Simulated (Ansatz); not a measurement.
Input, command and steps of an Ansatz relaxation.

```yaml
crystal:
  lattice:
    - [6.35868568, 0.0, 0.0]
    - [0.0, 6.35868568, 0.0]
    - [0.0, 0.0, 6.35868568]
  atoms:
    - { symbol: Al, position: [0.9977056465, 0.9965951816, 0.0016793082] }
    - { symbol: Al, position: [0.0054661216, 0.4982964433, 0.5034339857] }
    - { symbol: Al, position: [0.2494410904, 0.7485683351, 0.248891423] }
    - { symbol: Al, position: [0.7494594288, 0.7493793429, 0.7504600239] }
    - { symbol: Mo, position: [0.4983867502, 0.9993154007, 0.9958429982] }
    - { symbol: Mo, position: [0.2503408258, 0.2505384892, 0.2561429756] }
    - { symbol: Mo, position: [0.5041534775, 0.5015745217, 0.997673958] }
    - { symbol: Mo, position: [0.4986601635, 0.0019991469, 0.5012683228] }
    - { symbol: Mo, position: [0.7509776184, 0.2478951902, 0.253035925] }
    - { symbol: Mo, position: [0.2491395964, 0.2518149096, 0.7484345788] }
    - { symbol: Mo, position: [0.7513882078, 0.7429471009, 0.2477899473] }
    - { symbol: W, position: [0.9959455018, 0.4956214687, 0.0024164303] }
    - { symbol: W, position: [0.9980189205, 0.0025964306, 0.5025114912] }
    - { symbol: W, position: [0.4999135657, 0.5041352631, 0.5005208195] }
    - { symbol: W, position: [0.7525586667, 0.2501704642, 0.7497598284] }
    - { symbol: W, position: [0.251084252, 0.7464713287, 0.7503502888] }
  symmetry: { detect: false }
basis:
  ecutwfc: 420
kpoints:
  mp_grid: { grid: [2, 2, 2], shift: [0.5, 0.5, 0.5] }
hamiltonian:
  xc: pbe
scf:
  occupations: { method: gaussian, width: 0.1 }
  lower_state_search: "off"
output:
  forces: true
  stress: true
  eigenvalues: true
relax:
  adjacent_minimum: "off"
  f_tol: 0.04
  max_steps: 50
  cell: { stress_tol: 0.3 }
```

```bash
ansatz run input.yaml --threads 4 --pin off --max-ram 9216MiB --backend cpu --events-out ev --progress --plain --runs-dir out
```

All numbers below come from DFT PBE, scalar-relativistic, plane waves, PAW (Ansatz 0.2.0).

Of 6 frames 5 are shown, positions in Å and forces in eV/Å; the SCF threshold varies from step to step. Steps run on the plane waves of an earlier cell, with a Pulay correction in the pressure. The basis is chosen afresh for the last frame, the zero of the energies, and at times for earlier ones too; energy and pressure can step there, also at an unchanged geometry. Where two frames share a geometry here, they differ by under 2 meV/atom and 0.3 GPa. The mark taken_back stands on steps that the optimiser undid.

```xyz
16
Lattice="6.3587 0.0000 0.0000 0.0000 6.3587 0.0000 0.0000 0.0000 6.3587" Properties=species:S:1:pos:R:3:forces:R:3 pbc="T T T" step=1 free_energy_over_end_meV_per_atom=21.08 pressure_GPa=-5.12
Al    6.3441    6.3370    0.0107    0.1865    0.0867    0.0045
Al    0.0348    3.1685    3.2012   -0.2649    0.2063   -0.2324
Al    1.5861    4.7599    1.5826   -0.0443    0.1206   -0.0016
Al    4.7656    4.7651    4.7719    0.1718    0.1196   -0.0694
Mo    3.1691    6.3543    6.3323   -0.0953    0.8794    0.3730
Mo    1.5918    1.5931    1.6287    0.8476   -0.2155   -0.6043
Mo    3.2058    3.1894    6.3439   -0.3378   -0.4222    0.2422
Mo    3.1708    0.0127    3.1874    0.0041   -0.0153   -0.1462
Mo    4.7752    1.5763    1.6090   -0.3168   -0.0550   -0.1356
Mo    1.5842    1.6012    4.7591    0.3134   -0.3502    0.4267
Mo    4.7778    4.7242    1.5756   -0.7669    0.5976    0.1830
W     6.3329    3.1515    0.0154    0.5424   -0.6400   -0.0156
W     6.3461    0.0165    3.1953    0.2015    0.5395   -0.1930
W     3.1788    3.2056    3.1827   -0.0154   -1.2379   -0.1284
W     4.7853    1.5908    4.7675   -1.1967   -0.1218    0.1362
W     1.5966    4.7466    4.7712    0.7708    0.5081    0.1608
16
Lattice="6.1641 -0.0040 0.0113 -0.0040 6.1896 0.0004 0.0113 0.0004 6.2601" Properties=species:S:1:pos:R:3:forces:R:3 pbc="T T T" step=2 free_energy_over_end_meV_per_atom=118.34 pressure_GPa=17.28 taken_back
Al    6.1628    6.1772    0.0157   -0.2608   -0.2184    0.0046
Al    0.0158    3.0923    3.1285    0.0136   -0.0790    0.1553
Al    1.5326    4.6469    1.5766   -0.0731   -0.1021    0.0803
Al    4.6326    4.6437    4.7030   -0.0151   -0.1943    0.0752
Mo    3.0789    6.3015    6.3191    0.5504   -3.3504   -0.9258
Mo    1.6579    1.5125    1.5051   -3.1697    0.5867    1.5059
Mo    3.0594    3.0663    6.2991    0.8367    1.9989   -0.5834
Mo    3.0846    0.0050    3.1085    0.3211   -1.6915    0.6065
Mo    4.6023    1.5290    1.5564    1.9139    0.5532    0.5290
Mo    1.5820    1.4977    4.7458   -2.1990    0.9714   -1.1192
Mo    4.5150    4.6746    1.5809    1.3849   -0.9094    0.1167
W     6.2048    2.9901    0.0200   -0.9864    1.1868   -0.3539
W     6.1871    0.1203    3.1306   -0.4078   -1.4403    0.2741
W     3.0733    2.9295    3.1205   -0.0443    3.5559    0.3680
W     4.4745    1.5269    4.7313    3.8112    0.4533   -0.3917
W     1.6877    4.6956    4.7084   -1.6756   -1.3207   -0.3418
16
Lattice="6.3117 -0.0016 0.0041 -0.0016 6.3215 0.0004 0.0041 0.0004 6.3259" Properties=species:S:1:pos:R:3:forces:R:3 pbc="T T T" step=3 free_energy_over_end_meV_per_atom=0.88 pressure_GPa=-0.82
Al    6.3060    6.3007    0.0159    0.0350    0.0299    0.0023
Al    0.0164    3.1661    3.1662   -0.0553    0.0193   -0.0560
Al    1.5694    4.7419    1.5814    0.0303    0.0246   -0.0038
Al    4.7483    4.7385    4.7493   -0.0046    0.0103   -0.0008
Mo    3.1521    6.3460    6.3219    0.0263    0.1236    0.1317
Mo    1.6096    1.5678    1.5938    0.0963    0.0337   -0.1355
Mo    3.1671    3.1640    6.3275   -0.0637   -0.0317    0.0381
Mo    3.1542   -0.0010    3.1686    0.0756   -0.1925   -0.0060
Mo    4.7388    1.5678    1.5963   -0.0080    0.0394   -0.0354
Mo    1.5733    1.5721    4.7503   -0.0306    0.0316    0.0181
Mo    4.7010    4.7226    1.5796   -0.1959    0.1666    0.1101
W     6.3087    3.1092    0.0192    0.0829   -0.1787   -0.0766
W     6.3105    0.0428    3.1716    0.0322    0.1030   -0.0181
W     3.1494    3.1299    3.1646    0.0472   -0.1850    0.0238
W     4.7092    1.5769    4.7542   -0.1996    0.0105    0.0035
W     1.6282    4.7391    4.7513    0.1318   -0.0046    0.0046
16
Lattice="6.3051 -0.0062 0.0212 -0.0062 6.3155 -0.0064 0.0212 -0.0064 6.3339" Properties=species:S:1:pos:R:3:forces:R:3 pbc="T T T" step=4 free_energy_over_end_meV_per_atom=2.23 pressure_GPa=-0.31 taken_back
Al    6.2946    6.3239    0.0305    0.0080   -0.2935    0.0071
Al   -0.0043    3.1698    3.1776    0.1620    0.0161   -0.2741
Al    1.6198    4.7399    1.5684   -0.4174   -0.0639    0.0659
Al    4.7642    4.7079    4.7475   -0.0506    0.1215    0.2584
Mo    3.1698    6.3339    6.3433    0.0735    0.1108   -0.0675
Mo    1.6085    1.5685    1.5889    0.1425    0.0555   -0.0132
Mo    3.1683    3.1521    6.3436    0.0508   -0.0389   -0.0493
Mo    3.1693   -0.0409    3.1946   -0.0523    0.2734   -0.0239
Mo    4.7495    1.5662    1.6050   -0.1802   -0.0157    0.0770
Mo    1.5705    1.5696    4.7402    0.1171   -0.0991    0.1468
Mo    4.6568    4.7288    1.6174    0.2478   -0.0248   -0.2013
W     6.3022    3.0829    0.0158    0.0038    0.0950    0.1301
W     6.3235    0.0403    3.1889   -0.0394   -0.0419   -0.0571
W     3.1537    3.1035    3.1793   -0.0082   -0.0847   -0.0526
W     4.7041    1.5674    4.7702   -0.1277   -0.0421    0.0415
W     1.6327    4.7268    4.7645    0.0703    0.0321    0.0122
16
Lattice="6.2983 -0.0014 0.0066 -0.0014 6.3109 -0.0006 0.0066 -0.0006 6.3303" Properties=species:S:1:pos:R:3:forces:R:3 pbc="T T T" step=6 free_energy_over_end_meV_per_atom=0.00 pressure_GPa=0.04
Al    6.2982    6.2955    0.0170    0.0074   -0.0141    0.0177
Al    0.0070    3.1646    3.1612   -0.0127    0.0011   -0.0025
Al    1.5686    4.7309    1.5828    0.0047    0.0077   -0.0158
Al    4.7413    4.7309    4.7608    0.0024   -0.0023    0.0034
Mo    3.1487    6.3423    6.3386    0.0334   -0.0395   -0.0009
Mo    1.6125    1.5701    1.5860   -0.0272    0.0277   -0.0102
Mo    3.1600    3.1599    6.3361   -0.0165    0.0030   -0.0142
Mo    3.1543   -0.0208    3.1753    0.0122    0.0041   -0.0031
Mo    4.7343    1.5714    1.5960   -0.0101   -0.0141    0.0016
Mo    1.5664    1.5683    4.7476   -0.0138    0.0235    0.0177
Mo    4.6773    4.7296    1.5928    0.0043   -0.0155   -0.0174
W     6.2993    3.0946    0.0106   -0.0006   -0.0251    0.0072
W     6.3028    0.0490    3.1732   -0.0030   -0.0097    0.0026
W     3.1475    3.1111    3.1692    0.0220    0.0056    0.0052
W     4.6901    1.5693    4.7590    0.0073    0.0235    0.0099
W     1.6348    4.7265    4.7556   -0.0098    0.0241   -0.0013
```

Time: 53 s on 4 threads of Intel(R) Xeon(R) Processor @ 2.50GHz (Skylake/Cascade Lake) (shared host), peak memory 0.85 GiB.

The k mesh is coarse. Spin–orbit coupling is left out, which can shift energies with elements as heavy as these.